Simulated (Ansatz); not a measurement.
**AgAu, first-principles data**

AgAu:
```xyz
2
Lattice="2.8806 0.0000 0.0000 0.0000 2.8806 0.0000 0.0000 0.0000 4.1853" Properties=species:S:1:pos:R:3 pbc="T T T"
Ag     1.4403     1.4403     2.0927
Au     0.0000     0.0000     0.0000
```

Space group P4/mmm (No. 123), L1₀ or tetragonal B2; conventional cell a = b = 2.8806 Å, c = 4.1853 Å, α = β = γ = 90.00°.

Method: r²SCAN in the plane-wave PAW code Ansatz. Geometry: relaxed at this level of theory. Other levels are named where they apply.

**Cell and energy**

- Volume per atom: 17.36 Å³
- Density: 14.58 g/cm³
- Formation energy from the elements (no fitted shifts): -0.078 eV/atom

**Electronic structure**

- Electronic character: metallic (no gap)
- Density of states at the Fermi level: 0.22 states/eV per atom (mean over ±0.08 eV)
- Gap with spin–orbit coupling: none (metallic)

**Mechanics**

Bulk modulus (Birch–Murnaghan fit): 126 GPa
Pressure derivative B′: 5.9

**Charges**

- Bader charges: Ag +0.22, Au -0.22 e

The start of the workflow was typed in or built on a structure type; neither database checked (COD, Materials Project) lists it. Whether it is the stable phase at ambient conditions was not checked. Symmetry was held in the r²SCAN relaxation; its stability against distortions is not shown here. No spin polarisation was allowed. Axis ratios of metals converge slowly with the k-mesh, so a and c are less sure than the volume. The references are the lowest solids computed at this level, not always the standard phases. Scalar-relativistic: spin–orbit coupling is off unless named, which matters more the heavier the elements.

Potentials: the earlier of the program's two PAW sets.
